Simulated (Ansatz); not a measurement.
Method: Ansatz, DFT PBE, scalar-relativistic, plane waves, PAW. All cells share a 420 eV cutoff and Γ-centred k meshes spaced at most about 0.3 Å⁻¹ (about 0.25 or finer for metals, 2π included). Collinear spin in cells that started with moments and kept them past the coarse steps, no spin elsewhere.

Temperature and zero-point effects are left out.

Compare these two cells of AlRuBr2, each relaxed at this level.

A. (site moments Ru 2.1; Br 0.1 (×2) μB)

Space group P-4m2 (No. 115). a = 4.341 Å, b = 4.341 Å, c = 7.006 Å, α = 90.00°, β = 90.00°, γ = 90.00°
| atom | site | symmetry | x | y | z |
| --- | --- | --- | --- | --- | --- |
| Al | 1c | -4m2 | 0.5000 | 0.5000 | 0.5000 |
| Ru | 1a | -4m2 | 0.0000 | 0.0000 | 0.0000 |
| Br | 2g | 2mm. | 0.0000 | 0.5000 | 0.1981 |

B. (site moments Ru 0.9 (×2) μB)

Space group P4/nmm:1 (No. 129). a = 4.558 Å, b = 4.558 Å, c = 7.446 Å, α = 90.00°, β = 90.00°, γ = 90.00°
```
atom  site  symmetry       x       y       z
  Al    2c       4mm  0.5000  0.0000  0.7742
  Ru    2a      -4m2  0.0000  0.0000  0.0000
  Br    2c       4mm  0.5000  0.0000  0.1852
  Br    2b      -4m2  0.0000  0.0000  0.5000
```

Question: Which form is favoured at zero pressure, and by what margin per atom?

Answer: B is lower, by 299 meV/atom. A has Al and Ru ordered on zinc blende sites, space group P-4m2 (No. 115), 33.0 Å³/atom and no gap on its mesh; B has space group P4/nmm (No. 129), 19.3 Å³/atom and no gap. Counting Br atoms around Al and Ru (those within 1.25 times the shortest such distance or 1.15 times the sum of covalent radii; the shortest distance is added where it is long for a bond), A has Al 4 from 3.0 Å, Ru 4 and B has Al 9 from 3.1 Å, Ru 4. The denser one is the lower, and pressure would at first widen the difference. Even the lower one lies +0.30 eV/atom against the reference forms of the elements (uncorrected), so neither is stable at this level. Both come from invented guesses.

The magnetic state reached may not be the lowest. Cells relaxed within their symmetry can be saddle points. Some types were kept out of the candidates beforehand, so the set may lack a known form.
